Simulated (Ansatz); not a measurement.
SrP2Pd2:
```
CELL_PARAMETERS angstrom
     -2.10007     2.10007     4.85344
      2.10007    -2.10007     4.85344
      2.10007     2.10007    -4.85344
ATOMIC_POSITIONS crystal
  P  0.38476 0.38476 0.00000
  P  0.61524 0.61524 0.00000
  Pd 0.75000 0.25000 0.50000
  Pd 0.25000 0.75000 0.50000
  Sr 0.00000 0.00000 0.00000
```

Relaxed with PBEsol.

Q: Map the electron localisation function on the plane through (0.385, 0.385, 0.000) spanned by u = [1, 1, 0] and v = [1, 0, 1] in lattice vectors, from the program Ansatz at the PBEsol level (PAW).

A: x is the fraction of u, y of v (the angle between them is 90°; rows are the nearest grid lines); atoms in the plane: P at (0.00, 0.00), P at (0.23, 0.00), Pd at (0.87, 0.50), Pd at (0.37, 0.50), Sr at (0.62, 0.00).
```
|0038999500016753110099600499610012466200|
|0048999500026753110099721699510112467300|
|1268888731268743210089977999400112468731|
|7788778877898642211069999997201122358987|
|9987667889997432222127999983111222246899|
|9876556789864222222113678631012222223689|
|7765334677632334332201123210122334432357|
|4543223454323455543210000001223455553234|
|3332112333234666654221000011223566665323|
|2221101222245654564321000012224664456422|
|2221001122246533565322100112224653356532|
|2221001122246533565322100112224653356532|
|2221101222245654564321000012224664456422|
|3332112333234666654221000011223566665323|
|4543223454323455543210000001223455553234|
|7765334677632334332201123210122334432357|
|9876556789864222222113678631012222223689|
|9987667889997432222127999983101222246899|
|7788778877898642211069999997201122358987|
|1268888731268743210089977999400112468731|
|0048999600027753110099721699510112467300|
|0038999500016753110099600499610012466200|
```
Scale: ten equal steps from -0.005 (start of '0') to 0.860 (end of '9'), in the order '0123456789'; x runs from 0.000 to 1.00, y from 0.000 (bottom) to 1.00 (top).

The density is the valence pseudo-density with augmentation charge, so density and ELF within about 1 Å of a nucleus are not all-electron values.

Space group I4/mmm. The workflow started from an entry of the Crystallography Open Database (COD). Its standing as an ambient phase is unchecked. The PBEsol relaxation kept the symmetry of its start; whether a distortion lowers the energy is not shown. No spin polarisation was allowed.

Potentials: the later of the program's two PAW sets.
